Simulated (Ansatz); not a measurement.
Starting cell, SiC (wurtzite):

```yaml
crystal:
  lattice:
    - [3.07590, 0.00000, 0.00000]
    - [-1.53795, 2.66381, 0.00000]
    - [0.00000, 0.00000, 5.04769]
  atoms:
    - { symbol: Si, position: [0.66667, 0.33333, 0.00051] }
    - { symbol: Si, position: [0.33333, 0.66667, 0.50051] }
    - { symbol: C, position: [0.66667, 0.33333, 0.62469] }
    - { symbol: C, position: [0.33333, 0.66667, 0.12469] }
```

In each cell atom 2 (Si, nearest neighbour C at 1.883 Å; its periodic images, 3.1 Å or more away, move with it) moves by s·(0.000, 0.000, 1.000) (along Cartesian z), the rest being held.

Level of theory: PBEsol (plane waves to 420 eV, PAW, scalar-relativistic; Ansatz, a first-principles code). k mesh 10×10×5 (Γ-centred), Fermi-Dirac smearing 0.05 eV. The energy includes the smearing's −TS. SiC was relaxed with its symmetry unable to fall. ΔE is measured from the undisplaced structure.

```csv
s (Å),ΔE (meV/cell)
-0.190,597
-0.152,367
-0.114,198
-0.076,84
-0.038,20
0.000,0
0.038,19
0.076,72
0.114,155
0.152,264
0.190,withheld
```

Question: Fit a polynomial form (powers 2, 3, 4) to the given rows and predict ΔE at s = 0.190.

Answer: Least squares on the 10 given rows: ΔE = (13470)·s² + (-14630)·s³ + (7863)·s⁴, in meV/cell with s in Å; root-mean-square residual 0.3 meV/cell. At 0.190 the fit gives 396 meV/cell; the calculation gives 395 meV/cell, so the extrapolation is off by 1 (+0.3 %). The quadratic term alone would give 486 meV/cell.

(A displaced cell: forces are minus the slopes of the energy, force constants its curvatures, and phonons follow from these.)
